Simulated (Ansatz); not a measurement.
Ansatz (an electronic-structure program) input:

Ansatz 0.2 input:
```yaml
crystal:
  lattice:
    - [0.0, 1.9352920639, 1.9352920639]
    - [1.9352920639, 0.0, 1.9352920639]
    - [1.9352920639, 1.9352920639, 0.0]
  atoms:
    - { symbol: Ir, position: [0.0, 0.0, 0.0] }
kpoints:
  mp_grid: { grid: [38, 38, 38] }
hamiltonian:
  xc: pbe
  pseudopotentials: { kind: paw }
scf:
  occupations: { method: fermi_dirac, width: 0.1 }
elastic: { mode: relaxed_ion, stencil: two_point, amplitude: 0.005, f_tol: 0.0005 }
```

Output (shortened):

```
Pseudopotential: Ir, paw, valence charge 17
Functional definition: PBE
Crystal: 1 atoms, lattice volume = 14.497 Å³
Basis set: ecut = 420 eV, 283 PW (Γ), exchange–correlation on 40×40×40 points (8 copies of the dense FFT grid, shifted against one another)
Bands: 13, of which v1, the nominal top of the filled ones, is band 9 counted from 1 (8 counted from 0)
Symmetry: 48 space group operations
Space group: Fm-3m (ITA 225), of the structure as read, at distance tolerance 2.4e-5 Å
k-points: 1440 of 54872
SCF iter   1: F=—  HF=-11935.324091 eV  |F-HF|=—  |Δ(HF+E_count)|=         —  Δρ=3.90e-3  dr2=2.86e-4  ethr=1.77e-3  ⟨swp⟩=5.0  Hψ=93649  notcnv=0
preconditioner: auto → none
SCF iter   2: F=—  HF=-11935.324753 eV  |F-HF|=—  |Δ(HF+E_count)|=   6.62e-4  Δρ=2.03e-3  dr2=8.36e-5  ethr=1.68e-6  ⟨swp⟩=2.5  Hψ=40242  notcnv=0
SCF iter   3: F=—  HF=-11935.325069 eV  |F-HF|=—  |Δ(HF+E_count)|=   3.16e-4  Δρ=4.90e-4  dr2=3.31e-5  ethr=4.92e-7  ⟨swp⟩=2.0  Hψ=25458  notcnv=0
SCF iter   4: F=—  HF=-11935.325058 eV  |F-HF|=—  |Δ(HF+E_count)|=   1.07e-5  Δρ=1.10e-4  dr2=1.48e-6  ethr=1.95e-7  ⟨swp⟩=2.4  Hψ=26080  notcnv=0
SCF iter   5: F=—  HF=-11935.325057 eV  |F-HF|=—  |Δ(HF+E_count)|=   1.79e-6  Δρ=3.74e-5  dr2=1.35e-7  ethr=8.69e-9  ⟨swp⟩=2.2  Hψ=24246  notcnv=0
SCF iter   6: F=—  HF=-11935.325056 eV  |F-HF|=—  |Δ(HF+E_count)|=   3.17e-8  Δρ=2.80e-6  dr2=1.03e-9  ethr=7.96e-10  ⟨swp⟩=2.1  Hψ=24173  notcnv=0
SCF iter   7: F=—  HF=-11935.325056 eV  |F-HF|=—  |Δ(HF+E_count)|=  4.06e-10  Δρ=7.66e-7  dr2=5.80e-11  ethr=6.08e-12  ⟨swp⟩=2.3  Hψ=27606  notcnv=0
SCF iter   8: F=—  HF=-11935.325056 eV  |F-HF|=—  |Δ(HF+E_count)|=  1.64e-11  Δρ=1.68e-7  dr2=3.62e-12  ethr=3.41e-13 (applied; sched 1.00e-12)  ⟨swp⟩=1.5  Hψ=21579  notcnv=0
SCF iter   9: F=-11935.325056 eV  HF=-11935.325056 eV  |F-HF|=1.82e-12  |Δ(HF+E_count)|=  5.46e-12  Δρ=2.22e-8  dr2=6.07e-14  ethr=1.00e-12  ⟨swp⟩=2.9  Hψ=65959  notcnv=0
the search or the solves at the SCF's close seem to have found levels that the self-consistency loop had missed (the run counts 1) …
SCF 1 converged in 9 iterations: F = -11935.325056 eV  dr2 = 6.07e-14
Crystal: 1 atoms, lattice volume = 14.424 Å³
Symmetry: 16 space group operations
k-points: 3910 of 54872
iter 1 solved again at ethr=5.58e-8 eV; its pass at ethr=3.10e-3 eV (dr2=9.49e-6 eV) is discarded
SCF iter   1: F=—  HF=-11935.324261 eV  |F-HF|=—  |Δ(HF+E_count)|=         —  Δρ=3.86e-4  dr2=9.28e-6  ethr=5.58e-8  ⟨swp⟩=3.1  Hψ=351579  notcnv=0
preconditioner: auto → none
SCF iter   2: F=—  HF=-11935.324260 eV  |F-HF|=—  |Δ(HF+E_count)|=   1.26e-6  Δρ=1.62e-4  dr2=8.73e-7  ethr=5.46e-8  ⟨swp⟩=2.6  Hψ=74084  notcnv=0
SCF iter   3: F=—  HF=-11935.324262 eV  |F-HF|=—  |Δ(HF+E_count)|=   2.11e-6  Δρ=5.12e-5  dr2=9.62e-8  ethr=5.13e-9  ⟨swp⟩=2.0  Hψ=78610  notcnv=0
SCF iter   4: F=—  HF=-11935.324262 eV  |F-HF|=—  |Δ(HF+E_count)|=   5.58e-8  Δρ=8.53e-6  dr2=2.42e-9  ethr=5.66e-10  ⟨swp⟩=2.3  Hψ=67775  notcnv=0
SCF iter   5: F=—  HF=-11935.324262 eV  |F-HF|=—  |Δ(HF+E_count)|=   2.24e-9  Δρ=1.07e-6  dr2=4.41e-11  ethr=1.43e-11  ⟨swp⟩=2.7  Hψ=81227  notcnv=0
SCF iter   6: F=-11935.324262 eV  HF=-11935.324262 eV  |F-HF|=5.46e-12  |Δ(HF+E_count)|=  1.46e-11  Δρ=4.23e-8  dr2=8.28e-14  ethr=1.00e-12  ⟨swp⟩=3.2  Hψ=205928  notcnv=0
SCF 2 converged in 6 iterations: F = -11935.324262 eV  dr2 = 8.28e-14
Crystal: 1 atoms, lattice volume = 14.569 Å³
iter 1 solved again at ethr=2.74e-10 eV; its pass at ethr=3.10e-3 eV (dr2=4.65e-8 eV) is discarded
SCF iter   1: F=—  HF=-11935.324526 eV  |F-HF|=—  |Δ(HF+E_count)|=         —  Δρ=1.01e-4  dr2=4.58e-8  ethr=2.74e-10  ⟨swp⟩=2.4  Hψ=330032  notcnv=0
preconditioner: auto → none
SCF iter   2: F=—  HF=-11935.324527 eV  |F-HF|=—  |Δ(HF+E_count)|=   1.67e-6  Δρ=5.01e-5  dr2=8.16e-9  ethr=2.70e-10  ⟨swp⟩=2.0  Hψ=67886  notcnv=0
SCF iter   3: F=—  HF=-11935.324528 eV  |F-HF|=—  |Δ(HF+E_count)|=   6.53e-7  Δρ=1.11e-5  dr2=9.10e-10  ethr=4.80e-11  ⟨swp⟩=1.1  Hψ=52964  notcnv=0
SCF iter   4: F=—  HF=-11935.324528 eV  |F-HF|=—  |Δ(HF+E_count)|=   3.24e-8  Δρ=3.78e-7  dr2=1.70e-12  ethr=5.35e-12  ⟨swp⟩=2.4  Hψ=72617  notcnv=0
SCF iter   5: F=-11935.324528 eV  HF=-11935.324528 eV  |F-HF|=1.82e-12  |Δ(HF+E_count)|=  3.27e-11  Δρ=4.47e-8  dr2=5.80e-14  ethr=1.00e-12  ⟨swp⟩=4.1  Hψ=168949  notcnv=0
SCF 3 converged in 5 iterations: F = -11935.324528 eV  dr2 = 5.80e-14
Crystal: 1 atoms, lattice volume = 14.497 Å³
Symmetry: 8 space group operations
k-points: 7430 of 54872
iter 1 solved again at ethr=4.72e-8 eV; its pass at ethr=3.10e-3 eV (dr2=8.02e-6 eV) is discarded
SCF iter   1: F=—  HF=-11935.324767 eV  |F-HF|=—  |Δ(HF+E_count)|=         —  Δρ=3.68e-4  dr2=7.76e-6  ethr=4.72e-8  ⟨swp⟩=3.0  Hψ=646265  notcnv=0
preconditioner: auto → none
SCF iter   2: F=—  HF=-11935.324766 eV  |F-HF|=—  |Δ(HF+E_count)|=   1.38e-6  Δρ=1.76e-4  dr2=1.17e-6  ethr=4.57e-8  ⟨swp⟩=1.0  Hψ=96590  notcnv=0
SCF iter   3: F=—  HF=-11935.324767 eV  |F-HF|=—  |Δ(HF+E_count)|=   1.13e-6  Δρ=2.30e-5  dr2=1.62e-8  ethr=6.88e-9  ⟨swp⟩=1.0  Hψ=96714  notcnv=0
SCF iter   4: F=—  HF=-11935.324767 eV  |F-HF|=—  |Δ(HF+E_count)|=   1.03e-8  Δρ=3.21e-6  dr2=3.26e-10  ethr=9.51e-11  ⟨swp⟩=2.2  Hψ=125364  notcnv=0
SCF iter   5: F=—  HF=-11935.324767 eV  |F-HF|=—  |Δ(HF+E_count)|=  1.98e-10  Δρ=6.63e-7  dr2=5.49e-11  ethr=1.92e-12  ⟨swp⟩=2.1  Hψ=140126  notcnv=0
SCF iter   6: F=—  HF=-11935.324767 eV  |F-HF|=—  |Δ(HF+E_count)|=  2.00e-11  Δρ=1.20e-7  dr2=6.25e-13  ethr=3.23e-13 (applied; sched 1.00e-12)  ⟨swp⟩=2.4  Hψ=147165  notcnv=0
SCF iter   7: F=-11935.324767 eV  HF=-11935.324767 eV  |F-HF|=3.64e-12  |Δ(HF+E_count)|=    0.00e0  Δρ=2.77e-8  dr2=4.50e-14  ethr=1.00e-12  ⟨swp⟩=4.0  Hψ=294957  notcnv=0
SCF 4 converged in 7 iterations: F = -11935.324767 eV  dr2 = 4.50e-14
Crystal: 1 atoms, lattice volume = 14.497 Å³
iter 1 solved again at ethr=1.28e-10 eV; its pass at ethr=3.10e-3 eV (dr2=2.17e-8 eV) is discarded
SCF iter   1: F=—  HF=-11935.324766 eV  |F-HF|=—  |Δ(HF+E_count)|=         —  Δρ=7.00e-5  dr2=2.22e-8  ethr=1.28e-10  ⟨swp⟩=2.2  Hψ=616058  notcnv=0
preconditioner: auto → none
SCF iter   2: F=—  HF=-11935.324767 eV  |F-HF|=—  |Δ(HF+E_count)|=   6.30e-7  Δρ=3.48e-5  dr2=4.31e-9  ethr=1.28e-10  ⟨swp⟩=1.6  Hψ=114595  notcnv=0
SCF iter   3: F=—  HF=-11935.324767 eV  |F-HF|=—  |Δ(HF+E_count)|=   3.14e-7  Δρ=6.57e-6  dr2=5.29e-10  ethr=2.54e-11  ⟨swp⟩=1.9  Hψ=127139  notcnv=0
SCF iter   4: F=—  HF=-11935.324767 eV  |F-HF|=—  |Δ(HF+E_count)|=   1.07e-8  Δρ=2.90e-7  dr2=9.59e-13  ethr=3.11e-12  ⟨swp⟩=2.4  Hψ=140808  notcnv=0
SCF iter   5: F=-11935.324767 eV  HF=-11935.324767 eV  |F-HF|=3.64e-12  |Δ(HF+E_count)|=  1.82e-11  Δρ=3.18e-8  dr2=2.77e-14  ethr=1.00e-12  ⟨swp⟩=4.1  Hψ=311448  notcnv=0
SCF 5 converged in 5 iterations: F = -11935.324767 eV  dr2 = 2.77e-14
SCF converged after 9 iterations
Free energy (F): -11935.325056 eV
Harris-Foulkes:  -11935.325056 eV  (|F-HF|=1.82e-12)
Internal energy: -11935.293464 eV  (E = F + TS)
E sigma→0 (E₀):  -11935.309260 eV
Entropy (-TS):   -0.031593 eV (-31.593 meV/atom)
Fermi energy:    25.026780 eV
--- Per-component energies (eV) ---
  E_band       = -93.794604
  E_kinetic    = 622.448027
  E_local      = -1091.667248  (includes V_loc(G=0)·N_el)
  E_nonlocal   = 72.532323
  E_hartree    = 417.291465
  E_xc         = -267.838976
  E_vxc        = -299.925265  (∫ρ·V_xc dr)
  E_paw        = -9223.328770  (= ΣΔE_a)
  E_vpaw       = -231.765433  (= ΣTr[D̂ρ^β])
  E_aug_tail   = 0.000054  (compensation charges beyond the density's cutoff)
  E_ewald      = -2464.730339
  E_smearing   = -0.031593  (= −TS)
  E_closure    = 0.000000  (closes the sum)
  Σ components = -11935.325056   (vs F -11935.325056, Δ=0.00e0)
  [band-id]    e_kinetic+e_local+e_nonlocal+2·e_hartree+e_vxc+e_vpaw+e_augmentation_tail = -93.794613   (vs E_band -93.794604, Δ=-8.57e-6)
--- Forces (eV/Å), atoms counted from 1 ---
  atom   1  Ir     0.00000000     0.00000000     0.00000000
  max |Σ_I F_I| component: 0.0 eV/Å
--- Stress (GPa, compression-positive) ---
        0.276946       0.000000       0.000000
        0.000000       0.276946       0.000000
        0.000000       0.000000       0.276946
  P = ⅓ Tr σ = 0.2769 GPa (2.769 kbar)
--- Band table (eV; the first three rows and the last of 1440) ---
  k-point 0: bands = ["-67.7560", "-24.2630", "-24.2630", "-24.2630", "14.1773", "21.2989", "21.2989", "21.2989", "23.8907", "23.8907", "38.7170", "44.0930", "44.0930"]
  k-point 1: bands = ["-67.7556", "-24.2681", "-24.2637", "-24.2637", "14.2078", "21.2823", "21.3122", "21.3122", "23.8818", "23.8818", "38.7698", "43.9314", "44.1432"]
  k-point 2: bands = ["-67.7544", "-24.2833", "-24.2658", "-24.2658", "14.2985", "21.2343", "21.3510", "21.3510", "23.8566", "23.8566", "38.9252", "43.5054", "44.2926"]
  k-point 1439: bands = ["-67.6778", "-24.7588", "-24.7246", "-24.5388", "18.9849", "20.0976", "20.5811", "23.3301", "26.4774", "32.9856", "33.5905", "34.2008", "38.0666"]
--- Elastic constants: 2 strain directions × 2 members + reference (group order 48) ---
  dense FFT box of the reference and of every strained cell: 20×20×20
  strains applied: 11, 23; error gains: componentwise 1.00 (the most a stress slope's error grows in a printed constant), spectral 1.73 (1 for all six strains …
  C = ∂σ_k/∂η_j (tension-positive GPa; Voigt order 11 22 33 23 13 12):
       585.054    229.360    229.360      0.000      0.000      0.000
       229.360    585.054    229.360      0.000      0.000      0.000
       229.360    229.360    585.054      0.000      0.000      0.000
         0.000      0.000      0.000    256.045      0.000      0.000
         0.000      0.000      0.000      0.000    256.045      0.000
         0.000      0.000      0.000      0.000      0.000    256.045
  reference stress σ⁰ (GPa):     -0.277     -0.277     -0.277      0.000      0.000      0.000
  C* (energy form; C + prestress term) asymmetry max|C*_kj − C*_jk| = 2.842e-14 GPa — a small one proves nothing (zero by symmetry where the batch's group is …
  moduli (Voigt/Reuss/Hill, GPa): K = 347.92/347.92/347.92   G = 224.77/217.75/221.26   E = 547.68   ν = 0.238
  mechanically stable: yes (min eigenvalue of sym C = 256.04 GPa)
  where every solve meets its electron count the energy-path curvature estimates C_jj along a normal strain and C_jj − ¼(σ⁰_aa + σ⁰_bb) along a shear (ab), of …
  strain η (Voigt 11):  stress-route row diagonal C_11 = 585.05 GPa, energy-path curvature d²(F+E_count+ΔE)/dδ²/Ω₀ = 585.05 GPa
         δ    σ_11 (GPa)             F (eV)   n_scf  n_hpsi   n_pw
    -5.000e-3      -3.2509      -11935.3242619       6  906139    296   relax 0 steps, max|allowed force component| 0.00e0 eV/Å
     5.000e-3       2.5997      -11935.3245280       5  739384    298   relax 0 steps, max|allowed force component| 0.00e0 eV/Å
  strain η (Voigt 23):  stress-route row diagonal C_44 = 256.04 GPa, energy-path curvature d²(F+E_count+ΔE)/dδ²/Ω₀ = 256.20 GPa
         δ    σ_23 (GPa)             F (eV)   n_scf  n_hpsi   n_pw
    -5.000e-3      -1.2802      -11935.3247670       7  1636367    296   relax 0 steps, max|allowed force component| 0.00e0 eV/Å
     5.000e-3       1.2802      -11935.3247670       5  1399232    296   relax 0 steps, max|allowed force component| 0.00e0 eV/Å
```

Cost: very roughly 7 core-minutes on shared cores.

The PBE relaxation kept the symmetry of its start. No spin polarisation was allowed. As this level gives no gap, shear constants depend on the k-mesh and smearing (Fermi–Dirac, 0.1 eV here). Scalar-relativistic: spin–orbit coupling is off unless named, which matters more the heavier the elements.

Potentials: the later of the program's two PAW sets.

Ansatz is a plane-wave DFT program.
